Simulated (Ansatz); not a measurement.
**Electric field gradients in HfPbO₃**

Theory: DFT PBEsol, scalar-relativistic, plane waves, PAW (Ansatz). Settings: 420 eV plane-wave cutoff, Γ-centred 8×8×8 mesh, fixed occupations. No spin polarisation.

Relaxed structure:
```yaml
crystal:
  lattice:
    - [4.11885, 0.00000, 0.00000]
    - [0.00000, 4.11885, 0.00000]
    - [0.00000, 0.00000, 4.11885]
  atoms:
    - { symbol: Hf, position: [0.50000, 0.50000, 0.50000] }
    - { symbol: Pb, position: [0.00000, 0.00000, 0.00000] }
    - { symbol: O, position: [0.00000, 0.50000, 0.50000] }
    - { symbol: O, position: [0.50000, 0.00000, 0.50000] }
    - { symbol: O, position: [0.50000, 0.50000, 0.00000] }
```

Spin–orbit coupling is left out, which matters for gradients at heavy nuclei.

**Question.** Give V_zz (10²¹ V/m²) and the asymmetry η at each distinct site.

**Answer.**
```csv
atom,V_zz,η
Hf (atom 1),0.000,zero by symmetry
Pb (atom 2),0.000,zero by symmetry
O (atom 3),-2.56,0.00
```

Whether HfPbO3 exists in this form wasn't checked. Symmetry holds off the tilts and polar distortions that many cubic perovskites undergo.

Cost: 1 run of about 0.17 core-minutes, on Arm Neoverse N1 (shared hosts).